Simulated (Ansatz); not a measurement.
TiS₂:
```xyz
9
Lattice="3.4159 0.0000 0.0000 -1.7080 2.9583 0.0000 0.0000 0.0000 19.7552" Properties=species:S:1:pos:R:3 pbc="T T T"
Ti     0.0000     0.0000     9.8776
Ti     0.0000     0.0000    16.4610
Ti     0.0000     0.0000     3.2942
S      0.0000     1.9722    11.2961
S      0.0000     1.9722    17.8795
S      0.0000     1.9722     4.7127
S      1.7080     0.9861    15.0425
S      1.7080     0.9861     1.8757
S      1.7080     0.9861     8.4591
```

Relaxed with PBE. Special points in fractions of this cell's reciprocal vectors: Γ (0.000, 0.000, 0.000); M (0.500, 0.000, 0.000); K (0.333, 0.333, 0.000); A (0.000, 0.000, 0.500); L (0.500, 0.000, 0.500); H (0.333, 0.333, 0.500).

Question: List the band energies nearest the Fermi level at these points for DFT-PBE in the program Ansatz with PAW potentials.

Answer: In eV from the Fermi level; about four levels below and three above (degenerate sets whole), none deeper than 8.9 eV; points with the same levels are listed once.

```tsv
k	below	above
Γ	-0.02 -0.02 -0.02 -0.02	0.00 0.00 0.42 0.42 0.42 0.42 0.42 0.42
M	-1.83 -1.83 -1.44 -1.41 -1.41	0.03 0.03 0.12
K	-2.39 -2.39 -2.39 -2.39	1.09 1.09 1.09
A	0.00 0.00 0.00 0.00	0.42 0.42 0.42 0.42 0.42 0.42
L	-1.43 -1.43 -1.39 -0.01	0.09 0.09 1.45 1.45 1.45
H	-2.44 -2.44 -2.44 -2.44 -2.36 -2.36	1.09 1.09 1.10
```

Space group P-3m1 (CdI2 type). The cell was relaxed with PBE under the symmetry of its start. No spin polarisation was allowed. The volume lies over 15 % above that of the usual cell of this phase: another minimum, or an error of the functional. A crystal of weakly bound layers computed without a dispersion correction: the cell and the soft elastic constants depend strongly on that. A small band overlap can be real or an error of a semilocal functional.

Potentials: the earlier of the program's two PAW sets.
